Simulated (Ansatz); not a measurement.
TaC (rock salt)

```
TaC
1.0
    0.00000     2.23793     2.23793
    2.23793     0.00000     2.23793
    2.23793     2.23793     0.00000
C Ta
1 1
Cartesian
  0.00000   0.00000   0.00000
  2.23793   2.23793   2.23793
```

The slice is a {100} plane (indices of the conventional cell) through the point (0.500, 0.500, 0.500) (fractional), spanned by u = [100] and v = [0 1 -1] in vectors of this cell: u (3.16 Å) and v (3.16 Å, at 90° to u). It covers one period; positions are fractions (u, v).

The numbers are results of PBE (plane waves to 420 eV, PAW, scalar-relativistic; Ansatz, a quantum-chemistry and plane-wave program), not measurements. k mesh 18×18×18. These are valence fields of a PAW run, semicore shells included where kept as valence: close to a nucleus they are smooth pseudo fields. Spin-orbit coupling is left out, though Ta is heavy. TaC is run without spin polarisation. TaC was relaxed with its symmetry unable to fall.

Three fields on this plane, each scaled to ten steps between its own extremes (0 low, 9 high; the total valence density on a logarithmic scale, the potential cut 8 eV below its top; x marks points blanked near nuclei; v = 0 in the bottom row):

Map A
```
|xxxxxxxxxx0026899986200xxxxxxxxx|
|xxxxxxxxx000368999863000xxxxxxxx|
|xxxxxxxxx000468999864000xxxxxxxx|
|xxxxxxxxx001478999874100xxxxxxxx|
|xxxxxxxx00025789998752000xxxxxxx|
|xxxxxxx0000467888887640000xxxxxx|
|xxxxxx000024566xxx665420000xxxxx|
|xxxxx0000134xxxxxxxxx4310000xxxx|
|xx000000133xxxxxxxxxxx331000000x|
|0000000233xxxxxxxxxxxxx332000000|
|000012444xxxxxxxxxxxxxxx44421000|
|22344565xxxxxxxxxxxxxxxxx5654432|
|55667776xxxxxxxxxxxxxxxxx6777665|
|78888886xxxxxxxxxxxxxxxxx6888888|
|9999998xxxxxxxxxxxxxxxxxxx899999|
|9999998xxxxxxxxxxxxxxxxxxx899999|
|9999998xxxxxxxxxxxxxxxxxxx899999|
|78888886xxxxxxxxxxxxxxxxx6888888|
|55667776xxxxxxxxxxxxxxxxx6777665|
|22344565xxxxxxxxxxxxxxxxx5654432|
|000012444xxxxxxxxxxxxxxx44421000|
|0000000233xxxxxxxxxxxxx332000000|
|xx000000133xxxxxxxxxxx331000000x|
|xxxxx0000134xxxxxxxxx4310000xxxx|
|xxxxxx000024566xxx665420000xxxxx|
|xxxxxxx0000467888887640000xxxxxx|
|xxxxxxxx00025789998752000xxxxxxx|
|xxxxxxxxx001478999874100xxxxxxxx|
|xxxxxxxxx000468999864000xxxxxxxx|
|xxxxxxxxx000368999863000xxxxxxxx|
|xxxxxxxxxx0026899986200xxxxxxxxx|
|xxxxxxxxxx0025799975200xxxxxxxxx|
```

Map B
```
|xxxxxxxxxx1000122210001xxxxxxxxx|
|xxxxxxxxx310012232210013xxxxxxxx|
|xxxxxxxxx200013444310002xxxxxxxx|
|xxxxxxxxx100134565431001xxxxxxxx|
|xxxxxxxx21013567776531012xxxxxxx|
|xxxxxxx3101357899987531013xxxxxx|
|xxxxxx311135799xxx997531113xxxxx|
|xxxxx2111357xxxxxxxxx7531112xxxx|
|xx321101357xxxxxxxxxxx753101123x|
|1110001357xxxxxxxxxxxxx753100011|
|000001357xxxxxxxxxxxxxxx75310000|
|00001357xxxxxxxxxxxxxxxxx7531000|
|00113579xxxxxxxxxxxxxxxxx9753110|
|11234689xxxxxxxxxxxxxxxxx9864321|
|2224579xxxxxxxxxxxxxxxxxxx975422|
|2234679xxxxxxxxxxxxxxxxxxx976432|
|2224579xxxxxxxxxxxxxxxxxxx975422|
|11234689xxxxxxxxxxxxxxxxx9864321|
|00113579xxxxxxxxxxxxxxxxx9753110|
|00001357xxxxxxxxxxxxxxxxx7531000|
|000001357xxxxxxxxxxxxxxx75310000|
|1110001357xxxxxxxxxxxxx753100011|
|xx321101357xxxxxxxxxxx753101123x|
|xxxxx2111357xxxxxxxxx7531112xxxx|
|xxxxxx311135799xxx997531113xxxxx|
|xxxxxxx3101357899987531013xxxxxx|
|xxxxxxxx21013567776531012xxxxxxx|
|xxxxxxxxx100134565431001xxxxxxxx|
|xxxxxxxxx200013444310002xxxxxxxx|
|xxxxxxxxx310012232210013xxxxxxxx|
|xxxxxxxxxx1000122210001xxxxxxxxx|
|xxxxxxxxxx1000122210001xxxxxxxxx|
```

Map C
```
|xxxxxxxxxx6310000000136xxxxxxxxx|
|xxxxxxxxx963210000012369xxxxxxxx|
|xxxxxxxxx853211111112358xxxxxxxx|
|xxxxxxxxx753222222222357xxxxxxxx|
|xxxxxxxx96443333333334469xxxxxxx|
|xxxxxxx9755444444444445579xxxxxx|
|xxxxxx986555556xxx655555689xxxxx|
|xxxxx9765556xxxxxxxxx6555679xxxx|
|xx987655566xxxxxxxxxxx665556789x|
|6665545556xxxxxxxxxxxxx655545566|
|333334456xxxxxxxxxxxxxxx65443333|
|11222345xxxxxxxxxxxxxxxxx5432221|
|00112345xxxxxxxxxxxxxxxxx5432110|
|00012346xxxxxxxxxxxxxxxxx6432100|
|0001234xxxxxxxxxxxxxxxxxxx432100|
|0001234xxxxxxxxxxxxxxxxxxx432100|
|0001234xxxxxxxxxxxxxxxxxxx432100|
|00012346xxxxxxxxxxxxxxxxx6432100|
|00112345xxxxxxxxxxxxxxxxx5432110|
|11222345xxxxxxxxxxxxxxxxx5432221|
|333334456xxxxxxxxxxxxxxx65443333|
|6665545556xxxxxxxxxxxxx655545566|
|xx987655566xxxxxxxxxxx665556789x|
|xxxxx9765556xxxxxxxxx6555679xxxx|
|xxxxxx986555556xxx655555689xxxxx|
|xxxxxxx9755444444444445579xxxxxx|
|xxxxxxxx96443333333334469xxxxxxx|
|xxxxxxxxx753222222222357xxxxxxxx|
|xxxxxxxxx853211111112358xxxxxxxx|
|xxxxxxxxx963210000012369xxxxxxxx|
|xxxxxxxxxx6310000000136xxxxxxxxx|
|xxxxxxxxxx6310000000136xxxxxxxxx|
```

Q: Assign the maps to these fields: electron localisation function (ELF); valence electron density; electrostatic potential energy of an electron, from the cell's mean.

A: A is the electrostatic potential energy of an electron, from the cell's mean; B is the electron localisation function (ELF); C is the valence electron density.
